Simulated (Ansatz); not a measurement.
Cu$_{3}$Sn in space group Fm-3m (No. 225; Cu on 4b, Cu on 8c, Sn on 4a) at seven volumes, LDA in the plane-wave PAW code Ansatz, scaled uniformly. One row is withheld.

| V (Å³/atom) | P (GPa) |
|---|---|
| 12.163 | 17.43 |
| 12.564 | ? |
| 12.965 | 4.78 |
| 13.366 | 0.00 |
| 13.767 | -3.96 |
| 14.168 | -7.24 |
| 14.569 | -9.94 |

### Question
Fit the shown pressures and predict the withheld one.

### Answer
Third-order Birch–Murnaghan: P = (3/2)B₀(x^(7/2) − x^(5/2))[1 + (3/4)(B′ − 4)(x − 1)] with x = (V₀/V)^(2/3). Least squares on the six rows gives V₀ = 13.366 Å³/atom, B₀ = 144.5 GPa, B′ = 5.21. At V = 12.564, x = 1.0421 and P = 10.51 GPa. The run itself gave 10.53 GPa.

The first step of the workflow began from a Materials Project structure, measured or hypothetical; the Crystallography Open Database copy checked does not list it. COD files the formula under space group No. 59, 63. With Cu and Sn taken as one species the cell has the higher symmetry Im-3m, so it may be an ordered model of a mixed-site phase. Whether it is the stable phase at ambient conditions was not checked. The cell was relaxed with LDA under the symmetry of its start. At this level the phase is mechanically unstable. No spin polarisation was allowed. Scalar-relativistic: spin–orbit coupling is off unless named, which matters more the heavier the elements.

Potentials: the later of the program's two PAW sets.
